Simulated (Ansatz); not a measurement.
The relaxed structure here is a generated cell of TiTe2: the first start was made by placing the elements on the sites of a structure type, and the end was not matched to a known phase here, so it may be hypothetical. Known forms of TiTe2 include space group No. 164.

One stationary structure of TiTe₂. Space group Pmn2₁ (No. 31). All values below come from PBEsol (plane waves to 420 eV, PAW, scalar-relativistic; Ansatz, an electronic-structure program).

```cif
data_Te4Ti2
_chemical_formula_sum 'Ti2 Te4'
_space_group_name_H-M_alt 'P 1'
_space_group_IT_number 1
_cell_length_a 3.82238
_cell_length_b 7.00030
_cell_length_c 5.44247
_cell_angle_alpha 90.000
_cell_angle_beta 90.000
_cell_angle_gamma 90.000
loop_
_space_group_symop_operation_xyz
  'x, y, z'
loop_
_atom_site_label
_atom_site_type_symbol
_atom_site_fract_x
_atom_site_fract_y
_atom_site_fract_z
_atom_site_occupancy
Ti1 Ti 0.00000 0.72575 0.91778 1
Ti2 Ti 0.50000 0.27425 0.41778 1
Te1 Te 0.00000 0.57121 0.42298 1
Te2 Te 0.50000 0.93629 0.14177 1
Te3 Te 0.00000 0.06371 0.64177 1
Te4 Te 0.50000 0.42879 0.92298 1
```

Volume per atom: 24.27 Å³
Band gap: no gap (metallic)
Shortest distances: Te–Ti 2.70 Å; Te–Te 3.44 Å
k-mesh: 12×7×9

Band energies at high-symmetry points (eV from the Fermi level; labels of this space group; no spin-orbit coupling), from −5 eV up to 1.7 eV:

| point | energies |
|---|---|
| Γ | -4.67 -3.80 -2.71 -2.51 -2.32 -1.28 -0.79 -0.43 -0.20 -0.11 -0.01 0.65 1.44 |
| X | -4.21 -4.21 -3.24 -3.24 -3.10 -3.10 -2.20 -2.20 -1.32 -1.32 0.46 0.46 1.08 1.08 1.15 1.15 |
| S | -4.41 -4.41 -4.30 -4.30 -3.35 -3.35 -3.11 -3.11 -2.65 -2.65 -1.73 -1.73 0.40 0.40 1.14 1.14 1.59 1.59 |
| Y | -4.20 -3.91 -2.64 -2.37 -2.22 -1.78 -1.00 -0.54 -0.42 0.12 0.56 0.88 0.89 1.12 1.41 1.57 |
| Z | -3.03 -3.03 -2.09 -2.09 -1.58 -1.58 -1.35 -1.35 -0.66 -0.66 0.04 0.04 1.24 1.24 1.32 1.32 |
| U | -4.64 -4.64 -4.11 -4.11 -2.34 -2.34 -1.56 -1.56 -0.51 -0.51 0.88 0.88 1.22 1.22 1.49 1.49 |
| R | -3.05 -3.05 -2.45 -2.45 -1.58 -1.58 -0.52 -0.52 0.59 0.59 1.17 1.17 1.45 1.45 |
| T | -4.22 -4.22 -3.68 -3.68 -2.87 -2.87 -2.34 -2.34 -0.72 -0.72 -0.66 -0.66 0.44 0.44 0.78 0.78 1.36 1.36 |

No spin polarisation in the result.

The run could not lose the symmetry of its start, so the end can be a saddle point.

It was reached from a disturbed copy of a P4₂/nmc (No. 137) cell, against which it lies -0.23 eV/atom.
